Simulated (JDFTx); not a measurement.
System: Si(111) (Fd-3m bulk; lattice of mp-149, not re-optimised at this level), (2×1) cell of 12 atoms in 6 planes, area 25.66 Å² a face, 7.2 Å between the outermost planes in a cell 26.1 Å high; k mesh 3×6×1, Fermi width 0.003 Ha, no spin polarisation. Both faces carry CH3 and Br (1.00 monolayer in all).

Level of theory: PBE, GBRV ultrasoft potentials, plane waves to 20/100 Ha; code: JDFTx (a modified build). Each face has two sites a cell, capped by CH3 and CH3, CH3 and Br, or Br and Br, and relaxed in vacuum within the start's symmetry. The ionisation potential is minus the Kohn-Sham valence edge against vacuum. Liquid: CANDLE, water, 0.5 M NaCl; SHE by the 4.44 V convention. Reconstruction of the substrate beyond this cell is outside the model. These are Kohn-Sham edges of the slab on its k mesh, not quasiparticle energies; surface states and confinement enter them. Spin-orbit coupling is left out, which can move the edges for the heavier elements here.

```json
[
 {"caps": "all CH3", "ionisation potential (eV)": "3.83", "valence edge in liquid (V vs SHE)": "-0.80"},
 {"caps": "half CH3, half Br", "ionisation potential (eV)": "…", "valence edge in liquid (V vs SHE)": "…"},
 {"caps": "all Br", "ionisation potential (eV)": "5.32", "valence edge in liquid (V vs SHE)": "0.76"}
]
```

**Question.** Predict the half-covered face from the two pure ones.

**Answer.** 
- half CH3, half Br, ionisation potential (eV): 4.88
- half CH3, half Br, valence edge in liquid (V vs SHE): 0.28

The half-covered face lies 0.30 eV from the mean of the two ionisation potentials, and its valence edge in the liquid 0.30 V from the mean.
